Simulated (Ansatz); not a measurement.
Piezoelectric tensor of InF at 2.6 GPa (stress–strain coefficients)

Theory: DFT LDA, scalar-relativistic, plane waves, PAW in Ansatz 0.2.0. Cutoff 420 eV, 8×8×8 k-points (Γ-centred), fixed occupations. No spin polarisation.

The cell is fixed (symmetry leaves no force on the atoms) and stands under 2.6 GPa:
```
CELL_PARAMETERS angstrom
0.00000 2.79680 2.79680
2.79680 0.00000 2.79680
2.79680 2.79680 0.00000
ATOMIC_POSITIONS crystal
In 0.00000 0.00000 0.00000
F 0.25000 0.25000 0.25000
```

The cell is the ideal cubic zincblende prototype; whether it is the stable structure of this composition wasn't checked.

Give the relaxed-ion proper piezoelectric stress tensor e_iJ (C/m², Voigt columns xx yy zz yz xz xy).

Answers

```
x    0.000  0.000  0.000 -0.338  0.000  0.000
y    0.000  0.000  0.000  0.000 -0.338  0.000
z    0.000  0.000  0.000  0.000  0.000 -0.338
```
Signs follow the orientation of the cell as given.